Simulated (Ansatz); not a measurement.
A geometry of Zr away from equilibrium: step 3 of the relaxation of a relaxed Zr cell, doubled along one cell vector, shaken by Gaussian noise of σ = 0.08 Å a coordinate. These are PBE (plane waves to 420 eV, PAW, scalar-relativistic; Ansatz, a quantum-chemistry and plane-wave program) values and carry that method's errors. Γ-centred k-mesh 6×12×4 on the run's cell (coarser than for final values), Fermi–Dirac smearing 0.05 eV.

```yaml
crystal:
  lattice:
    - [3.17760, -5.40226, -0.08763]
    - [1.59426, 2.70435, 0.00402]
    - [-0.10081, 0.07145, 8.07326]
  atoms:
    - { symbol: Zr, position: [0.26745, 0.48513, 0.31579] }
    - { symbol: Zr, position: [0.76608, 0.47757, 0.31723] }
    - { symbol: Zr, position: [0.22653, 0.46680, 0.67730] }
    - { symbol: Zr, position: [0.72814, 0.46956, 0.68027] }
    - { symbol: Zr, position: [0.98311, 0.01357, 0.99853] }
    - { symbol: Zr, position: [0.48040, 0.00972, 0.99735] }
```

Task: Which atoms carry the largest force, and which way does it point?

Result: 0.17 eV/Å, on Zr2 (atoms numbered as listed); on Zr2 its components are (0.12, -0.09, 0.07).

Task: What is the pressure?

Result: +0.6 GPa, compression positive.

No spin polarisation in the result.

The end of the path is a generated cell of Zr: the first start was made by a random draw of sites in a space group, and the end was not matched to a known phase here, so it may be hypothetical. Known forms of Zr include space group No. 194.
